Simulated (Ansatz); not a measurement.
Starting cell, GaAs (zinc blende):

```yaml
crystal:
  lattice:
    - [0.00000, 2.82951, 2.82951]
    - [2.82951, 0.00000, 2.82951]
    - [2.82951, 2.82951, 0.00000]
  atoms:
    - { symbol: As, position: [0.75000, 0.75000, 0.75000] }
    - { symbol: Ga, position: [0.00000, 0.00000, 0.00000] }
```

In each cell atom 2 (Ga, nearest neighbour As at 2.450 Å; its periodic images, 4.0 Å or more away, move with it) moves by s·(0.707, 0.707, 0.000) (along Cartesian [110]), the rest being held.

Computed with PBEsol (plane waves to 420 eV, PAW, scalar-relativistic; Ansatz, a quantum-chemistry and plane-wave program). k mesh 8×8×8 (Γ-centred), Fermi-Dirac smearing 0.05 eV. The energy includes the smearing's −TS. GaAs was relaxed with its symmetry unable to fall. The zero of ΔE is the undisplaced structure.

| s (Å) | ΔE (meV/cell) |
|---|---|
| -0.250 | withheld |
| -0.200 | 184.3 |
| -0.150 | 103.3 |
| -0.100 | 45.8 |
| -0.050 | 11.4 |
| 0.000 | 0.0 |
| 0.050 | 11.4 |
| 0.100 | 45.8 |
| 0.150 | 103.3 |
| 0.200 | 184.3 |
| 0.250 | withheld |

Fit an even polynomial form (powers 2, 4) to the given rows and predict ΔE at s = 0.250.

Least squares on the 9 given rows: ΔE = (4570)·s² + (941.9)·s⁴, in meV/cell with s in Å; root-mean-square residual 0.02 meV/cell. At 0.250 the fit gives 289.3 meV/cell; the calculation gives 289.1 meV/cell, so the extrapolation is off by 0.2 (+0.1 %). The quadratic term alone would give 285.6 meV/cell.

(For displaced atoms, the force is minus the slope of the energy, and its curvature is a force constant, which sets phonon frequencies.)
